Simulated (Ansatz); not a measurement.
**Kick test of a cell of Mg2CdS3**

The cell was found from a structure generator's guess, not taken from experiment.

The calculation used Ansatz, DFT PBE, scalar-relativistic, plane waves, PAW. Settings: cutoff 420 eV, Γ-centred mesh 10×10×10 on the computed 6-atom cell, Gaussian smearing of 0.02 eV; no spin polarisation.

The cell below (6 atoms, space group I-4m2 (No. 119)) is relaxed within its symmetry.

```xyz
6
Lattice="-2.0448 2.0448 8.6243 2.0448 -2.0448 8.6243 2.0448 2.0448 -8.6243" Properties=species:S:1:pos:R:3 pbc="T T T"
Mg    0.0000    0.0000   14.3312
Mg    0.0000    0.0000    2.9173
Cd    0.0000    0.0000    8.6243
S     0.0000    2.0448    1.5360
S     2.0448    0.0000    4.3121
S     0.0000    2.0448    7.0883
```

For the test a repeat of it with 12 atoms (edges 4.09, 8.18, 9.10 Å) was strained at random (σ = 1.5 % a component), the atoms were moved at random (σ = 0.15 Å), and all was relaxed again on a coarse 4×2×4 mesh (in the run’s order of axes) with 0.10 eV smearing, with no symmetry imposed.

**Question.** What happens?

**Answer.** It returns, within 1 meV/atom of the unmoved cell on that mesh and with the same symmetry when read at 0.1 Å. So it is stable against the distortions that fit this cell and that this random move excites. Modes that don't fit the cell aren't tested.
